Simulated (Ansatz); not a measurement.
Values for one crystal, relaxed and computed with the program Ansatz at the LDA level (PAW); other levels are named.

* **Volume per atom**: 17.35 Å³
* **Electronic character**: metallic (no gap)
* **Bulk modulus (Birch–Murnaghan fit)**: 125 GPa
* **Density of states at the Fermi level**: 0.23 states/eV per atom (mean over ±0.08 eV)
* **Pressure derivative B′**: 4.2
* **Formation energy from the elements (no fitted shifts)**: -0.71 eV/atom

Problem. Pick the material that matches.
A) Ge2Sb2Te5, P-3m1 (Pearson symbol hP9)
B) GeSe, rock salt
C) CsGeI3, cubic perovskite
D) ZrGe2, Cmcm (Zr on 4c, Ge on 4c, Ge on 4c)

Solution. D, ZrGe2, Cmcm (Zr on 4c, Ge on 4c, Ge on 4c)

The first step of the workflow began from a Materials Project structure, measured or hypothetical; the Crystallography Open Database files this formula in space group No. 63, but the cells were not matched. Its standing as an ambient phase is unchecked. Symmetry was held in the LDA relaxation; whether a distortion lowers the energy is not shown. No spin polarisation was allowed. The references are the lowest solids computed at this level, not always the standard phases. Scalar-relativistic: spin–orbit coupling is off unless named, which matters more the heavier the elements.

Potentials: the later of the program's two PAW sets.
